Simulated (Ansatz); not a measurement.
BaTiO3:
Space group P4mm (No. 99); a = b = 3.9852 Å, c = 4.2025 Å, α = β = γ = 90.00°

| atom | site | symmetry | x | y | z |
|---|---|---|---|---|---|
| Ba | 1a | 4mm | 0.0000 | 0.0000 | 0.9977 |
| Ti | 1b | 4mm | 0.5000 | 0.5000 | 0.4804 |
| O | 1b | 4mm | 0.5000 | 0.5000 | 0.0493 |
| O | 2c | 2mm. | 0.0000 | 0.5000 | 0.5288 |

Relaxed with PBE.

Decompose the optical modes at the zone centre into irreducible representations, and say which are infrared and Raman allowed.

Point group 4mm: Γ_opt = 3A1 + B1 + 4E. Infrared: A1, E. Raman: A1, B1, E.

Assign frequencies (DFPT, plane-wave PAW PBE (Ansatz code); without the LO–TO term).

E 130i, A1 146, E 159, B1 270, E 288, A1 367, E 452, A1 570 cm⁻¹.

Subscripts of B labels follow the axes of the standard setting.

Symmetry was held in the PBE relaxation. At this level the phase is dynamically unstable (imaginary phonons). The run is not spin-polarised. Scalar-relativistic: spin–orbit coupling is off unless named, which matters more the heavier the elements.

Potentials: the later of the program's two PAW sets.
